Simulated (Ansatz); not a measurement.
SnTe: from a starting cell to a relaxed one

The start is a generated cell, SnTe placed in the AFLOW prototype AB_tP8_136_g_f (as in BeO). The cell and all atomic positions are relaxed at zero pressure with PBEsol (plane waves to 420 eV, PAW, scalar-relativistic; Ansatz, a quantum-chemistry and plane-wave program). The first steps use a coarse 3×3×5 k-mesh.

Starting cell:
```yaml
crystal:
  lattice:
    - [8.03287, 0.00000, 0.00000]
    - [0.00000, 8.03287, 0.00000]
    - [0.00000, 0.00000, 4.63370]
  atoms:
    - { symbol: Sn, position: [0.33600, 0.66400, 0.00000] }
    - { symbol: Sn, position: [0.83600, 0.83600, 0.50000] }
    - { symbol: Sn, position: [0.16400, 0.16400, 0.50000] }
    - { symbol: Sn, position: [0.66400, 0.33600, 0.00000] }
    - { symbol: Te, position: [0.31000, 0.31000, 0.00000] }
    - { symbol: Te, position: [0.81000, 0.19000, 0.50000] }
    - { symbol: Te, position: [0.19000, 0.81000, 0.50000] }
    - { symbol: Te, position: [0.69000, 0.69000, 0.00000] }
```

How large is the pressure on the unrelaxed cell, and of which sign?

+8.3 GPa (positive: the cell is compressed).

Does the structure survive the relaxation? Give the final space group.

The space group goes from P4₂/mnm (No. 136) to Fm-3m (No. 225); the end is rock salt type, with 2 atoms in the primitive cell.

How much energy is released per atom?

0.52 to 0.56 eV/atom (the two k-meshes of the run give this range).

How does the volume change?

-16.8 %, from 37.37 to 31.09 Å³/atom.

Write out the relaxed structure.


Space group Fm-3m (No. 225); a = 6.289 Å, b = 6.289 Å, c = 6.289 Å, α = 90.00°, β = 90.00°, γ = 90.00°

| atom | site | symmetry | x | y | z |
|---|---|---|---|---|---|
| Sn | 4a | m-3m | 0.0000 | 0.0000 | 0.0000 |
| Te | 4b | m-3m | 0.5000 | 0.5000 | 0.5000 |
(The calculation used a cell of 2 atoms; values per cell refer to that cell.)

Final values are on a 13×13×13 k-mesh of the relaxed cell. No spin polarisation in the result.

The run could not lose the symmetry of its start.
